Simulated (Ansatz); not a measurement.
**Phonon-limited resistivity of LaP, calculated with Ansatz**

Space group Fm-3m (No. 225), 2 atoms in the cell of the first input below: a = 4.228 Å, b = 4.228 Å, c = 4.228 Å, α = 60.00°, β = 60.00°, γ = 60.00°.

The cell was built from a prototype of a structure type listed for this compound, relaxed without spin–orbit coupling to zero pressure (pressure 0.0 GPa with this functional, without spin–orbit coupling). Functional: PBEsol.

Input:

```yaml
crystal:
  lattice:
    - [0.0, 2.9893118767, 2.9893118767]
    - [2.9893118767, 0.0, 2.9893118767]
    - [2.9893118767, 2.9893118767, 0.0]
  atoms:
    - { symbol: La, position: [0.5, 0.5, 0.5] }
    - { symbol: P, position: [0.0, 0.0, 0.0] }
basis:
  ecutwfc: 420
  ecutrho_ratio: 4
kpoints:
  mp_grid: { grid: [10, 10, 10] }
hamiltonian:
  xc: pbesol
scf:
  occupations: { method: methfessel_paxton, width: 0.2 }
output: {}
phonons:
  supercell: [2, 2, 2]
  qpath:
    path:
      - [[0.0, 0.0, 0.0], [0.5, 0.0, 0.5], [0.625, 0.25, 0.625]]
      - [[0.375, 0.375, 0.75], [0.0, 0.0, 0.0], [0.5, 0.5, 0.5], [0.5, 0.25, 0.75], [0.5, 0.0, 0.5]]
    npoints: 6
  electrical_resistivity: { mesh: [20, 20, 20], temperatures: [50, 100, 200, 300, 500] }
  superconductivity: { mesh: [20, 20, 20], eliashberg_equations: false }
```

```bash
ansatz run input.yaml --threads 8 --pin off --max-ram 15360MiB --backend cpu --events-out ev --progress --plain --runs-dir out
```

Time: 13 s on 8 threads of AMD EPYC 9R45 96-Core Processor (Zen 5), with other jobs on the host, peak memory 2.3 GiB.

λ_tr,xx from the finest mesh down: 0.078, 0.074, 0.226. The next coarser mesh moves the resistivity at 300 K by 5 % along the axis that moves most.

The run gives λ_tr,xx = 0.078 and a Drude plasma energy ħω_p,xx = 0.98 eV.

Estimate the resistivity along x at 300 K from the high-temperature formula.

ħ/τ = 2π λ_tr k_B T = 0.0127 eV and ρ = 1/(ε0 ω_p² τ) = 98.32 μΩ cm. The Boltzmann solution gives 74.00 μΩ cm, so the estimate is 33 % high; λ_tr itself still moves by 6 % between the two finest meshes.

```tsv
T (K)	ρ_xx (μΩ cm)	ρ_zz (μΩ cm)	formula, xx	R_H, field along z (10⁻¹¹ m³/C)
50	2.26	2.26	16.39	-2670
100	15.60	15.60	32.77	-1150
200	47.85	47.85	65.55	–
300	74.00	74.00	98.32	–
500	115.99	115.99	163.86	–
```

A dash marks a Hall coefficient that the run withholds.

At 50 K the solution is 0.14 times the linear formula, and at 500 K 0.71 times. The formula is meant for temperatures above the phonon energies and for bands that vary little within k_B T.

Caveats: few states lie at the Fermi level, as in a semimetal, so the smearing of 0.2 eV and the mesh draw its small Fermi surface poorly; filled and empty bands overlap by 0.19 eV alone, which can be the functional's gap error; if the crystal has a gap, none of this holds; in a semimetal R_H is a small difference of electron and hole terms, so even its sign is unsure; no spin-orbit coupling, which matters for these elements; not converged in the fine mesh; small supercell, couplings not converged in it; the program warns that its phonon interpolation lacks the long-range dipole term.
